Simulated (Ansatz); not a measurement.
A plane-wave DFT run in Ansatz 0.2.0 (scalar-relativistic PAW potentials unless the input names others): input and command.

```yaml
crystal:
  lattice:
    - [3.16895622, 0.0, 0.0]
    - [0.0, 3.16895622, 0.0]
    - [0.0, 0.0, 5.17225997]
  atoms:
    - { symbol: Cd, position: [0.0, 0.5, 0.2499705921] }
    - { symbol: Cd, position: [0.0, 0.5, 0.7499705921] }
    - { symbol: Cd, position: [0.5, 0.0, 0.2500294079] }
    - { symbol: Cd, position: [0.5, 0.0, 0.7500294079] }
    - { symbol: As, position: [0.0, 0.0, 0.0] }
    - { symbol: As, position: [0.5, 0.5, 0.5] }
basis:
  ecutwfc: 420
kpoints:
  mp_grid: { grid: [8, 8, 6] }
hamiltonian:
  xc: pbe
scf:
  occupations: { method: gaussian, width: 0.1 }
  max_iter: 100
output:
  forces: true
  eigenvalues: true
  stress: true
```

```bash
ansatz run input.yaml --threads 1 --pin off --max-ram 2560MiB --backend cpu --events-out ev --progress --plain --runs-dir out
```

Abridged log:
```
Basis set: ecut = 420 eV, 1017 PW (Γ), exchange–correlation on 48×48×72 points (8 copies of the dense FFT grid, shifted against one another)
Bands: 66, of which v1, the nominal top of the filled ones, is band 55 counted from 1 (54 counted from 0)
Symmetry: 16 space group operations
k-points: 60 of 384
SCF iter   1: F=—  HF=-42654.433987 eV  |F-HF|=—  |Δ(HF+E_count)|=         —  Δρ=3.37e-2  dr2=4.55e-1  ethr=1.77e-3  ⟨swp⟩=6.3  Hψ=15033  notcnv=0  defer=76
SCF iter   2: F=—  HF=-42654.367475 eV  |F-HF|=—  |Δ(HF+E_count)|=   6.65e-2  Δρ=1.86e-2  dr2=1.65e-1  ethr=4.13e-4  ⟨swp⟩=2.0  Hψ=4967  notcnv=0  defer=271
SCF iter   3: F=—  HF=-42654.317475 eV  |F-HF|=—  |Δ(HF+E_count)|=   5.00e-2  Δρ=4.48e-3  dr2=1.36e-2  ethr=1.50e-4  ⟨swp⟩=2.2  Hψ=5576  notcnv=0  defer=271
SCF iter   4: F=—  HF=-42654.313194 eV  |F-HF|=—  |Δ(HF+E_count)|=   4.28e-3  Δρ=1.03e-3  dr2=6.02e-4  ethr=1.24e-5  ⟨swp⟩=2.0  Hψ=5628  notcnv=0  defer=271
SCF iter   5: F=—  HF=-42654.313070 eV  |F-HF|=—  |Δ(HF+E_count)|=   1.24e-4  Δρ=2.99e-4  dr2=4.31e-5  ethr=5.47e-7  ⟨swp⟩=2.0  Hψ=6034  notcnv=0  defer=271
SCF iter   6: F=—  HF=-42654.313046 eV  |F-HF|=—  |Δ(HF+E_count)|=   2.40e-5  Δρ=1.64e-4  dr2=8.55e-6  ethr=3.92e-8  ⟨swp⟩=2.2  Hψ=6092  notcnv=0  defer=271
SCF iter   7: F=—  HF=-42654.313070 eV  |F-HF|=—  |Δ(HF+E_count)|=   2.44e-5  Δρ=3.32e-5  dr2=4.38e-7  ethr=7.77e-9  ⟨swp⟩=2.0  Hψ=6035  notcnv=0  defer=271
SCF iter   8: F=-42654.313070 eV  HF=-42654.313070 eV  |F-HF|=1.21e-8  |Δ(HF+E_count)|=   6.09e-8  Δρ=5.58e-6  dr2=1.54e-8  ethr=9.09e-11  ⟨swp⟩=10.9  Hψ=17957  notcnv=0
SCF 1 converged in 8 iterations: F = -42654.313070 eV  dr2 = 1.54e-8
SCF converged after 8 iterations
Free energy (F): -42654.313070 eV
Harris-Foulkes:  -42654.313070 eV  (|F-HF|=1.21e-8)
Internal energy: -42654.303539 eV  (E = F + TS)
E sigma→0 (E₀):  -42654.308305 eV
Entropy (-TS):   -0.009531 eV (-1.588 meV/atom)
Fermi energy:    41.832257 eV
--- Forces (eV/Å), atoms counted from 1 ---
  atom   1  Cd     0.00000000     0.00000000     0.00575436
  atom   2  Cd     0.00000000     0.00000000     0.00575436
  atom   3  Cd     0.00000000     0.00000000    -0.00575436
  atom   4  Cd     0.00000000     0.00000000    -0.00575436
  atom   5  As     0.00000000     0.00000000     0.00000000
  atom   6  As     0.00000000     0.00000000     0.00000000
--- Stress (GPa, compression-positive) ---
      677.461790       0.000000       0.000000
        0.000000     677.461790       0.000000
        0.000000       0.000000     684.776379
  P = ⅓ Tr σ = 679.9000 GPa (6799.000 kbar)
```

Problem. The run was meant for a cell not far from equilibrium. Find the fault.

Solution. The fault is a lattice far too small (lattice vectors times 0.700). Setting it back cures it. The run converged all the same, with an energy at zero smearing 12.6 eV/atom above the reference's, pressure 679.90 GPa, largest force 0.006 eV/Å, no gap on the mesh, so convergence alone doesn't show that an input is right. A reference run of the cell with lattice vectors 4.5271 0.0000 0.0000; 0.0000 4.5271 0.0000; 0.0000 0.0000 7.3889 Å and the atoms in their places converged, and the end of its own relaxation has pressure 0.00 GPa, largest force 0.000 eV/Å, no gap on the mesh.

It took 21 s on 1 thread of Intel(R) Xeon(R) Processor @ 2.50GHz (Skylake/Cascade Lake), on a shared host, peak memory 0.45 GiB.